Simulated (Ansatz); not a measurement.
Si, DFT, LDA, all-electron PAW with datasets made for the crystal, scalar-relativistic (Ansatz 0.2.0), run on 1 thread of Arm Neoverse V1 on a shared host.

The structure is an experimental refinement, used without relaxation. The listed cell was then made from it by scaling, straining or moving an atom.

Command: `ansatz run input.yaml --threads 1 --pin off --max-ram 3072MiB --backend cpu --events-out ev --progress --plain --runs-dir out`

```yaml
crystal:
  lattice:
    - [0.0271547, 2.72904735, 2.72904735]
    - [2.72904735, 0.0271547, 2.72904735]
    - [2.72904735, 2.72904735, 0.0271547]
  atoms:
    - { symbol: Si, position: [0.5, 0.5, 0.5] }
    - { symbol: Si, position: [0.75, 0.75, 0.75] }
kpoints:
  mp_grid: { grid: [11, 11, 11] }
scf:
  occupations: { method: fermi_dirac, width: 0.08 }
hamiltonian:
  xc: lda
  pseudopotentials: { kind: all_electron, datasets: crystal }
output:
  forces: true
  stress: true
  eigenvalues: true
  efg: { contact_densities: true }
```

How large is the problem that the program sets up?

146 irreducible k-points, 217 plane waves at Γ, 9 bands.

Estimate the wall time and the peak memory.

6.5 s of wall time for 7 SCF iterations, with a peak of 0.3 GiB. Times on shared machines scatter by tens of per cent.

And the same cell and mesh by PAW with the default files, asked for forces, stress, eigenvalues, efg, on the same hardware?

3.6 s, peak memory 0.32 GiB.
